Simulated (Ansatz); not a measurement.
SiC:
```yaml
crystal:
  lattice:
    - [3.07895, 0.00000, 0.00000]
    - [-1.53948, 2.66645, 0.00000]
    - [0.00000, 0.00000, 20.13707]
  atoms:
    - { symbol: Si, position: [0.33333, 0.66667, 0.25011] }
    - { symbol: Si, position: [0.66667, 0.33333, 0.75011] }
    - { symbol: C, position: [0.33333, 0.66667, 0.96892] }
    - { symbol: C, position: [0.66667, 0.33333, 0.46892] }
    - { symbol: C, position: [0.00000, 0.00000, 0.09386] }
    - { symbol: C, position: [0.00000, 0.00000, 0.59386] }
    - { symbol: C, position: [0.33333, 0.66667, 0.34412] }
    - { symbol: C, position: [0.66667, 0.33333, 0.84412] }
    - { symbol: C, position: [0.33333, 0.66667, 0.71872] }
    - { symbol: C, position: [0.66667, 0.33333, 0.21872] }
    - { symbol: Si, position: [0.33333, 0.66667, 0.62499] }
    - { symbol: Si, position: [0.66667, 0.33333, 0.12499] }
    - { symbol: Si, position: [0.00000, 0.00000, 0.00009] }
    - { symbol: Si, position: [0.00000, 0.00000, 0.50009] }
    - { symbol: Si, position: [0.33333, 0.66667, 0.87519] }
    - { symbol: Si, position: [0.66667, 0.33333, 0.37519] }
```

Relaxed with r²SCAN.

Question: Map the valence electron density (e/Å³), cut off at 0.9 on the plane through (0.333, 0.667, 0.250) spanned by u = [0, 0, 1] and v = [1, -1, 0] in lattice vectors, from the program Ansatz at the r²SCAN level (PAW).

Answer: x is the fraction of u, y of v (the angle between them is 90°; rows are the nearest grid lines); atoms in the plane: Si at (0.00, 0.00), Si at (0.50, 0.33), C at (0.72, 0.00), C at (0.22, 0.33), C at (0.84, 0.67), C at (0.34, 0.67), C at (0.09, 0.00), C at (0.59, 0.33), C at (0.47, 0.00), C at (0.97, 0.33).
```
|0399992000000110399920110399992000000110|
|0399992000000220399920120399992000000120|
|1379991000000242379920131379992001100131|
|2225741012212486335710132236972124210132|
|2112421013223797212410122124863357410122|
|1001210013235998201200011013643599610011|
|0000110013137999200100000002423799910000|
|0000000012039999200000000002203999920000|
|0000000011039999200000000001103999920000|
|0000000024237999100000011001313799920010|
|1000110136435996100100121001323599820121|
|2101221248633574101211242101322379721242|
|4101322369721242101322574101221248633574|
|6101323599820121001335996100110136435996|
|9201313799920011001337999100000024237999|
|9201103999920000001139999200000011039999|
|9201203999920000002239999200000012039999|
|9202423799910000002437999200110013137999|
|8213643599610011013635998201210013235998|
|7224863357410122124833697212421013223797|
|6336972124210132237922486335741012212486|
|2379992001100131379920242379991000000242|
|0399992000000120399920120399992000000220|
|0399992000000110399920110399992000000110|
```
Scale: ten equal steps from 0.042 (start of '0') to 0.900 (end of '9'), in the order '0123456789'; x runs from 0.000 to 1.00, y from 0.000 (bottom) to 1.00 (top).

The density is the valence pseudo-density with augmentation charge, so density and ELF within about 1 Å of a nucleus are not all-electron values.

Space group P6_3mc. The workflow started from an entry of the Crystallography Open Database (COD). Its sites differ from those of the usual phase in this space group: another stacking or structure type. The r²SCAN relaxation kept the symmetry of its start; of distortions, only those at the zone centre were tested.

Potentials: the later of the program's two PAW sets.
